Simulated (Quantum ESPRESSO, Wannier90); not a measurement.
**Wannier functions of InCl (Cmcm)**

Cell from Materials Project (mp-571555), symmetrised, no further relaxation. Not found in the COD (Crystallography Open Database) copy used, which has the formula in other groups; not checked further. Computed values, not measurements, from PBEsol: Quantum ESPRESSO (norm-conserving PseudoDojo potentials, cutoff 56 Ry, spinors with spin-orbit coupling) on a Γ-centred 6×6×6 mesh, then Wannier90. Density: 8×8×8 mesh, cold smearing 0.01 Ry.

On the energy scale of pw.x, whose zero is arbitrary, the valence-band maximum lies at 5.34 eV.

Input w.win:

```
num_bands = 47
num_wann = 32
exclude_bands = 5-24,68-72
spinors = true
num_iter = 1000
conv_tol = 1.0e-6
conv_window = 4
dis_num_iter = 1000
dis_conv_tol = 1.0e-6
dis_froz_max = 7.87
write_hr = true
write_u_matrices = true
begin projections
f=-0.38457,0.25624,0.22600: s;p
f=0.37842,-0.24724,-0.22184: s;p
f=0.15623,-0.26057,0.32008: s;p
f=-0.16394,0.25955,-0.32315: s;p
end projections
begin unit_cell_cart
ang
    4.3268700000    0.0000000000    0.0000000000
    0.0000000000    0.0000000000   -4.4337000000
   -2.1634350000    6.1076350000    0.0000000000
end unit_cell_cart
begin atoms_frac
In  -0.3903000000  0.2500000000  0.2194000000
In   0.3903000000 -0.2500000000 -0.2194000000
Cl   0.1595700000 -0.2500000000  0.3191400000
Cl  -0.1595700000  0.2500000000 -0.3191400000
end atoms_frac
mp_grid = 6 6 6
begin kpoints
0.0000000000 0.0000000000 0.0000000000
0.0000000000 0.0000000000 0.1666666667
0.0000000000 0.0000000000 0.3333333333
... (213 more lines: the 6x6x6 mesh through Gamma)
end kpoints
```

Input of pw2wannier90.x that gives the overlap and projection files (equivalent; here they were cut from one run over all bands):

```
&inputpp
  outdir = './out'
  prefix = 'pwscf'
  seedname = 'w'
  write_amn = .true.
  write_mmn = .true.
/
```

Output w.wout (banner and timings cut):

```
 Starting a new Wannier90 calculation ...

 Reading overlaps from w.mmn

 Reading projections from w.amn

 *------------------------------- DISENTANGLE --------------------------------*
 +----------------------------------------------------------------------------+
 |                              Energy  Windows                               |
 |                              ---------------                               |
 |                   Outer:   -9.91674  to   17.83429  (eV)                   |
 |                   Inner:   -9.91674  to    7.87000  (eV)                   |
 +----------------------------------------------------------------------------+
   Number of target bands to extract:   32

                   Unitarised projection of Wannier functions
                   ------------------------------------------
   A_mn = <psi_m|g_n> --> S = A.A^+ --> U = S^-1/2.A
   In dis_project... done
   Using an inner window (linner = T)
   In dis_proj_froz... done

                   Extraction of optimally-connected subspace
                   ------------------------------------------
 +---------------------------------------------------------------------+<-- DIS
 |  Iter     Omega_I(i-1)      Omega_I(i)      Delta (frac.)           |<-- DIS
 +---------------------------------------------------------------------+<-- DIS
       1      58.31334463      53.50445050       8.988E-02    <-- DIS
       2      54.70340582      52.32222135       4.551E-02    <-- DIS
       3      53.23488523      51.56152727       3.245E-02    <-- DIS
       4      52.18926573      51.02755890       2.277E-02    <-- DIS
       5      51.44812735      50.63905314       1.598E-02    <-- DIS
       6      50.91835431      50.34906353       1.131E-02    <-- DIS
       ... (lines left out)
     101      49.14684216      49.14692427      -1.671E-06    <-- DIS
       ... (lines left out)
     116      49.14678148      49.14682929      -9.729E-07    <-- DIS
     117      49.14677941      49.14682558      -9.393E-07    <-- DIS
     118      49.14677751      49.14682208      -9.070E-07    <-- DIS

             <<<      Delta < 1.000E-06  over  3 iterations     >>>
             <<< Disentanglement convergence criteria satisfied >>>

        Final Omega_I    49.14682208 (Ang^2)

 +----------------------------------------------------------------------------+

 Writing checkpoint file w.chk... done

 *------------------------------- WANNIERISE ---------------------------------*
 +--------------------------------------------------------------------+<-- CONV
 | Iter  Delta Spread     RMS Gradient      Spread (Ang^2)            |<-- CONV
 +--------------------------------------------------------------------+<-- CONV

 ------------------------------------------------------------------------------
 Initial State
  WF centre and spread    1  ( -2.152527,  1.381658, -1.137200 )     2.13448640
  WF centre and spread    2  ( -2.152535,  1.381413, -1.137035 )     2.13391607
  WF centre and spread    3  ( -2.161428,  1.403899, -1.080854 )     3.38372190
  WF centre and spread    4  ( -2.161984,  1.404535, -1.082295 )     3.38192533
  WF centre and spread    5  ( -2.172539,  1.316882, -1.111146 )     3.34793583
  WF centre and spread    6  ( -2.173321,  1.316890, -1.111617 )     3.35194234
  WF centre and spread    7  ( -2.162638,  1.303726, -1.108387 )     3.47900788
  WF centre and spread    8  ( -2.163243,  1.301757, -1.109186 )     3.46983718
  WF centre and spread    9  (  2.119383, -1.356190,  1.098266 )     2.12650077
  WF centre and spread   10  (  2.119401, -1.355940,  1.098151 )     2.12563804
  WF centre and spread   11  (  2.163583, -1.404306,  1.121030 )     3.37352732
  WF centre and spread   12  (  2.163802, -1.404684,  1.121812 )     3.37215237
  WF centre and spread   13  (  2.208504, -1.317099,  1.110276 )     3.34125551
  WF centre and spread   14  (  2.209332, -1.317046,  1.111023 )     3.34532683
  WF centre and spread   15  (  2.162294, -1.326574,  1.109006 )     3.46823949
  WF centre and spread   16  (  2.163085, -1.325266,  1.109167 )     3.45876505
  WF centre and spread   17  ( -0.013304,  2.098979,  1.147593 )     1.72225156
  WF centre and spread   18  ( -0.013303,  2.098967,  1.147587 )     1.72220750
  WF centre and spread   19  ( -0.000786,  1.966490,  1.073671 )     1.19454305
  WF centre and spread   20  ( -0.000934,  1.966474,  1.073526 )     1.19414140
  WF centre and spread   21  (  0.012138,  1.968083,  1.111234 )     1.20013922
  WF centre and spread   22  (  0.012229,  1.968130,  1.111001 )     1.20004651
  WF centre and spread   23  ( -0.000237,  1.890861,  1.109535 )     1.22476427
  WF centre and spread   24  ( -0.000194,  1.891435,  1.109556 )     1.22487282
  WF centre and spread   25  ( -0.007643, -2.115853, -1.142568 )     1.72258507
  WF centre and spread   26  ( -0.007645, -2.115841, -1.142568 )     1.72256890
  WF centre and spread   27  ( -0.001093, -1.966963, -1.077441 )     1.19522754
  WF centre and spread   28  ( -0.000944, -1.966876, -1.077348 )     1.19522358
  WF centre and spread   29  (  0.007071, -1.968470, -1.111268 )     1.20026316
  WF centre and spread   30  (  0.006964, -1.968536, -1.111014 )     1.20008914
  WF centre and spread   31  ( -0.000346, -1.878348, -1.109319 )     1.22369868
  WF centre and spread   32  ( -0.000363, -1.878984, -1.109384 )     1.22386114
  Sum of centres and spreads (  0.000778, -0.006795,  0.003802 )    70.66066187

      0     0.707E+02     0.0000000000       70.6606617912  <-- CONV
        O_D=      0.0292861 O_OD=     21.4845537 O_TOT=     70.6606618 <-- SPRD
 ------------------------------------------------------------------------------
      1    -0.484E+00     0.5290210346       70.1767082450  <-- CONV
        O_D=      0.0459739 O_OD=     20.9839123 O_TOT=     70.1767082 <-- SPRD
      2    -0.515E+00     0.7861401894       69.6613807961  <-- CONV
        O_D=      0.0399884 O_OD=     20.4745703 O_TOT=     69.6613808 <-- SPRD
      3    -0.232E+00     0.5917261727       69.4292420482  <-- CONV
        O_D=      0.0332227 O_OD=     20.2491973 O_TOT=     69.4292420 <-- SPRD
      4    -0.121E+00     0.4056795876       69.3078322749  <-- CONV
        O_D=      0.0290032 O_OD=     20.1320070 O_TOT=     69.3078323 <-- SPRD
      5    -0.599E-01     0.2900803891       69.2479383316  <-- CONV
        O_D=      0.0264041 O_OD=     20.0747122 O_TOT=     69.2479383 <-- SPRD
       ... (lines left out)
    100    -0.832E-02     0.0959472451       59.4340629875  <-- CONV
        O_D=      0.0175800 O_OD=     10.2696609 O_TOT=     59.4340630 <-- SPRD
       ... (lines left out)
    200    -0.238E-02     0.0480290645       58.9512814936  <-- CONV
        O_D=      0.0151638 O_OD=      9.7892956 O_TOT=     58.9512815 <-- SPRD
       ... (lines left out)
    300    -0.128E-02     0.0390732284       58.7591364471  <-- CONV
        O_D=      0.0143218 O_OD=      9.5979926 O_TOT=     58.7591364 <-- SPRD
       ... (lines left out)
    400    -0.327E-03     0.0191133315       58.6924535072  <-- CONV
        O_D=      0.0139795 O_OD=      9.5316520 O_TOT=     58.6924535 <-- SPRD
       ... (lines left out)
    500    -0.814E-04     0.0088859963       58.6724215235  <-- CONV
        O_D=      0.0138948 O_OD=      9.5117047 O_TOT=     58.6724215 <-- SPRD
       ... (lines left out)
    600    -0.368E-04     0.0066598262       58.6662788260  <-- CONV
        O_D=      0.0138709 O_OD=      9.5055858 O_TOT=     58.6662788 <-- SPRD
       ... (lines left out)
    700    -0.101E-04     0.0033907627       58.6643247313  <-- CONV
        O_D=      0.0138636 O_OD=      9.5036391 O_TOT=     58.6643247 <-- SPRD
       ... (lines left out)
    800    -0.306E-05     0.0017016209       58.6636698764  <-- CONV
        O_D=      0.0138618 O_OD=      9.5029860 O_TOT=     58.6636699 <-- SPRD
       ... (lines left out)
    900    -0.102E-05     0.0010393761       58.6634310281  <-- CONV
        O_D=      0.0138610 O_OD=      9.5027479 O_TOT=     58.6634310 <-- SPRD
       ... (lines left out)
    930    -0.532E-06     0.0010868653       58.6633765673  <-- CONV
        O_D=      0.0138614 O_OD=      9.5026931 O_TOT=     58.6633766 <-- SPRD
    931    -0.908E-06     0.0008013197       58.6633756588  <-- CONV
        O_D=      0.0138614 O_OD=      9.5026922 O_TOT=     58.6633757 <-- SPRD
    932    -0.806E-06     0.0009085519       58.6633748528  <-- CONV
        O_D=      0.0138613 O_OD=      9.5026914 O_TOT=     58.6633749 <-- SPRD
             <<<     Delta < 1.000E-06  over  4 iterations     >>>
             <<< Wannierisation convergence criteria satisfied >>>
 Final State
  WF centre and spread    1  ( -2.161782,  1.768545, -1.725223 )     2.44853639
  WF centre and spread    2  ( -2.164054,  1.766796, -1.725645 )     2.44780216
  WF centre and spread    3  ( -2.163332,  1.768187, -0.491898 )     2.44941378
  WF centre and spread    4  ( -2.161189,  1.769480, -0.492638 )     2.44677250
  WF centre and spread    5  ( -2.761362,  0.927480, -1.108306 )     2.46176237
  WF centre and spread    6  ( -2.759397,  0.927816, -1.106937 )     2.46410499
  WF centre and spread    7  ( -1.565235,  0.926497, -1.107050 )     2.46208802
  WF centre and spread    8  ( -1.569076,  0.925305, -1.109738 )     2.46250093
  WF centre and spread    9  (  2.162821, -1.768381,  0.492517 )     2.44809341
  WF centre and spread   10  (  2.160329, -1.769935,  0.493299 )     2.44639878
  WF centre and spread   11  (  2.160396, -1.769516,  1.725099 )     2.44825739
  WF centre and spread   12  (  2.161717, -1.767632,  1.725055 )     2.44730323
  WF centre and spread   13  (  2.762904, -0.929900,  1.109332 )     2.46142757
  WF centre and spread   14  (  2.761439, -0.931113,  1.108016 )     2.46391527
  WF centre and spread   15  (  1.565726, -0.925213,  1.106930 )     2.46247648
  WF centre and spread   16  (  1.570363, -0.923344,  1.109039 )     2.46226056
  WF centre and spread   17  ( -0.243510,  2.116045,  1.415859 )     1.18553518
  WF centre and spread   18  ( -0.240371,  2.116498,  1.418074 )     1.18556390
  WF centre and spread   19  ( -0.140533,  2.111178,  0.741277 )     1.18452553
  WF centre and spread   20  ( -0.144687,  2.110263,  0.742588 )     1.18412413
  WF centre and spread   21  (  0.389140,  2.108393,  1.166325 )     1.19046862
  WF centre and spread   22  (  0.389713,  2.109052,  1.161610 )     1.19011627
  WF centre and spread   23  ( -0.003568,  1.577920,  1.109907 )     1.28499888
  WF centre and spread   24  ( -0.003141,  1.578514,  1.110610 )     1.28499687
  WF centre and spread   25  ( -0.231380, -2.116441, -1.425259 )     1.18507865
  WF centre and spread   26  ( -0.230056, -2.117075, -1.425472 )     1.18512263
  WF centre and spread   27  ( -0.154285, -2.111686, -0.746779 )     1.18446570
  WF centre and spread   28  ( -0.155627, -2.111029, -0.747406 )     1.18459981
  WF centre and spread   29  (  0.391312, -2.107638, -1.151418 )     1.19009707
  WF centre and spread   30  (  0.391415, -2.107890, -1.149465 )     1.19004388
  WF centre and spread   31  ( -0.004172, -1.578117, -1.109920 )     1.28525437
  WF centre and spread   32  ( -0.004230, -1.578749, -1.110621 )     1.28526963
  Sum of centres and spreads (  0.006288, -0.005687,  0.001762 )    58.66337494

         Spreads (Ang^2)       Omega I      =    49.146822084
        ================       Omega D      =     0.013861336
                               Omega OD     =     9.502691433
    Final Spread (Ang^2)       Omega Total  =    58.663374853
```
